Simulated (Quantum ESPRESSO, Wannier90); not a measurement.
Wannierisation of TiSi2 (Cmcm)

```yaml
crystal:
  lattice:
    - [3.53021, 0.00000, 0.00000]
    - [0.00000, 0.00000, -3.56517]
    - [-1.76510, 6.75928, 0.00000]
  atoms:
    - { symbol: Ti, position: [0.10312, 0.25000, 0.20624] }
    - { symbol: Ti, position: [0.89688, 0.75000, 0.79376] }
    - { symbol: Si, position: [0.44175, 0.25000, 0.88350] }
    - { symbol: Si, position: [0.55825, 0.75000, 0.11650] }
    - { symbol: Si, position: [0.75031, 0.25000, 0.50062] }
    - { symbol: Si, position: [0.24969, 0.75000, 0.49938] }
```

Cell from Materials Project (mp-1077503), symmetrised, no further relaxation. Not found in the COD (Crystallography Open Database) copy used, which has the formula in other groups; not checked further. Level: PBEsol, no spin polarisation, no spin-orbit coupling; pw.x of Quantum ESPRESSO at 68 Ry with PseudoDojo potentials, 4×4×4 k-points, Wannier90. Density: 10×10×10 mesh, cold smearing 0.01 Ry.

Functional, cutoff and mesh named above are those of the base row (PBEsol); the first column says what each row takes instead. Model: 34 functions from bands 9-58, start hydrogen-like Ti: s;p;d; Si: s;p, disentangled but not localised (num_iter = 0), frozen window tied to the conduction edge or Fermi level of each row, as listed, which moves Ω_I and hoppings a little by itself. Energies are relative to the Fermi level; the misfit is to pw.x on a path, for states up to 1.0 eV relative to the Fermi level. The functional changes, each with its own PseudoDojo files and their cutoffs, on the same cell. The disentangled Ω_I can sit in another minimum from row to row.

```json
[
 {"functional": "LDA", "frozen to (eV)": "1.50", "Ω_I (Å²)": "33.25", "rms misfit (meV)": "29", "bottom of band 9 (eV)": "-13.01"},
 {"functional": "PBE", "frozen to (eV)": "1.50", "Ω_I (Å²)": "33.37", "rms misfit (meV)": "30", "bottom of band 9 (eV)": "-13.08"},
 {"functional": "PBEsol", "frozen to (eV)": "1.50", "Ω_I (Å²)": "33.44", "rms misfit (meV)": "30", "bottom of band 9 (eV)": "-13.07"}
]
```
